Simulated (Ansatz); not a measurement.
Re:
Space group P6₃/mmc (No. 194); a = b = 2.7380 Å, c = 8.8241 Å, α = β = 90.00°, γ = 120.00°

| atom | site | symmetry | x | y | z |
|---|---|---|---|---|---|
| Re | 2a | -3m. | 0.0000 | 0.0000 | 0.0000 |
| Re | 2c | -6m2 | 0.3333 | 0.6667 | 0.2500 |

Relaxed with LDA in the plane-wave PAW code Ansatz. Indices refer to the conventional cell of P6_3/mmc, a = 2.738 Å, b = 2.738 Å, c = 8.824 Å, α = 90.00°, β = 90.00°, γ = 120.00°.

Simulate the powder diffraction pattern (Ag Kα, λ = 0.560885 Å; lines above 1 %) up to 2θ = 30°.

Simulated powder pattern, Ag Kα, λ = 0.560885 Å (kinematic, ideal powder, no thermal factors, no anomalous dispersion; the 30 strongest lines at most, above 1 %, up to 2θ = 30°):

```json
[
 {"2θ (°)": "13.58", "d (Å)": "2.371", "I/Imax (%)": "7.7", "hkl": "(1 0 -1 0)"},
 {"2θ (°)": "14.07", "d (Å)": "2.290", "I/Imax (%)": "42", "hkl": "(1 0 -1 1)"},
 {"2θ (°)": "14.61", "d (Å)": "2.206", "I/Imax (%)": "34", "hkl": "(0004)"},
 {"2θ (°)": "15.43", "d (Å)": "2.089", "I/Imax (%)": "100", "hkl": "(1 0 -1 2)"},
 {"2θ (°)": "17.48", "d (Å)": "1.846", "I/Imax (%)": "24", "hkl": "(1 0 -1 3)"},
 {"2θ (°)": "20.00", "d (Å)": "1.615", "I/Imax (%)": "5.5", "hkl": "(1 0 -1 4)"},
 {"2θ (°)": "22.85", "d (Å)": "1.416", "I/Imax (%)": "11", "hkl": "(1 0 -1 5)"},
 {"2θ (°)": "23.64", "d (Å)": "1.369", "I/Imax (%)": "27", "hkl": "(1 1 -2 0)"},
 {"2θ (°)": "25.93", "d (Å)": "1.250", "I/Imax (%)": "23", "hkl": "(1 0 -1 6)"},
 {"2θ (°)": "27.37", "d (Å)": "1.186", "I/Imax (%)": "1.1", "hkl": "(2 0 -2 0)"},
 {"2θ (°)": "27.62", "d (Å)": "1.175", "I/Imax (%)": "6.4", "hkl": "(2 0 -2 1)"},
 {"2θ (°)": "27.90", "d (Å)": "1.163", "I/Imax (%)": "33", "hkl": "(1 1 -2 4)"},
 {"2θ (°)": "28.36", "d (Å)": "1.145", "I/Imax (%)": "18", "hkl": "(2 0 -2 2)"},
 {"2θ (°)": "29.19", "d (Å)": "1.113", "I/Imax (%)": "5.4", "hkl": "(1 0 -1 7)"},
 {"2θ (°)": "29.46", "d (Å)": "1.103", "I/Imax (%)": "4.6", "hkl": "(0008)"},
 {"2θ (°)": "29.55", "d (Å)": "1.100", "I/Imax (%)": "5.2", "hkl": "(2 0 -2 3)"}
]
```

The first step of the workflow began from a Materials Project structure, measured or hypothetical. Its sites differ from those of the usual phase in this space group: another stacking or structure type. Symmetry was held in the LDA relaxation; of distortions, only those at the zone centre were tested. The run is not spin-polarised. Axis ratios of metals converge slowly with the k-mesh, so a and c are less sure than the volume. Spin–orbit coupling is left out wherever it is not named.

Potentials: the later of the program's two PAW sets.
